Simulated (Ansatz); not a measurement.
## Co under strain: Quadrupolar parameters

The cell is a COD entry, relaxed with PBE at fixed cell and then changed (z stretched by 2 %, ions relaxed).

```yaml
crystal:
  lattice:
    - [2.50540, 0.00000, 0.00000]
    - [-1.25270, 2.16974, 0.00000]
    - [0.00000, 0.00000, 4.17109]
  atoms:
    - { symbol: Co, position: [0.33333, 0.66667, 0.25000] }
    - { symbol: Co, position: [0.66667, 0.33333, 0.75000] }
```

Atoms are numbered from 1 in the order listed; like atoms form one site, named after its first atom.

Method: Kohn–Sham DFT in Ansatz, PBE, plane waves and PAW, scalar-relativistic, collinear spin, 420 eV cutoff, Γ-centred 21×21×11 k-points, Fermi–Dirac smearing 0.05 eV. Start moments as typed (μB): 2 on each Co.

V_zz is the principal component of the electric field gradient with the largest magnitude, η = (V_xx − V_yy)/V_zz and C_Q = eQV_zz/h.

⁵⁹Co: I = 7/2, Q = 420.0 mb. Q values from Pyykkö, Mol. Phys. 116, 1328 (2018).

```tsv
site	atoms (order as listed)	first shell	V_zz (10²¹ V/m²)	η	C_Q (MHz)
Co	1, 2	12 Co at 2.51–2.54 Å	0.46	0.00	4.66
```

An axis of threefold or higher order runs through Co, so V_zz lies along it and η is zero.

The run finds no gap above 0.1 eV (a metal, or nearly one), so the gradients can move by 10 % or more with the k-mesh. With these PAW files V_zz is typically within 2 to 3 % of all-electron values, but misses above 10 % occur on Co. At this changed cell the PBE pressure is -8 GPa.
